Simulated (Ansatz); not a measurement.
# Cd₃HgTe₄: zone-centre modes

Method: DFT PBE, scalar-relativistic, plane waves, PAW in Ansatz 0.2.0. Plane waves to 420 eV; Γ-centred k mesh 8×8×4; Gaussian smearing of 0.01 eV. No spin polarisation. Phonons by linear response, acoustic sum rule imposed.

Equilibrium structure at this level:
```
CELL_PARAMETERS angstrom
4.68764 0.00000 0.00000
0.00000 4.68764 0.00000
0.00000 0.00000 13.24192
ATOMIC_POSITIONS crystal
Cd 0.00000 0.00000 0.74949
Cd 0.00000 0.00000 0.25051
Cd 0.50000 0.50000 0.50000
Hg 0.50000 0.50000 0.00000
Te 0.50000 0.00000 0.87393
Te 0.00000 0.50000 0.12607
Te 0.50000 0.00000 0.37529
Te 0.00000 0.50000 0.62471
```

The structure comes from a generated guess, relaxed at this level; another structure or a mixture of phases may lie lower. Spin–orbit coupling is left out, which matters for heavy elements.

Q: Is this structure stable against zone-centre distortions?

A: Yes, at Γ: no optical mode is imaginary. Strains and other wave vectors aren't tested by this run.

Q: List the optical modes at Γ (i marks imaginary ones).

A:
```
frequency (cm⁻¹)  degeneracy
              24           2
              33           2
              34           2
              62           1
              69           1
             105           1
             110           2
             119           1
             126           1
             130           2
             132           2
             135           2
             140           1
             146           1
```
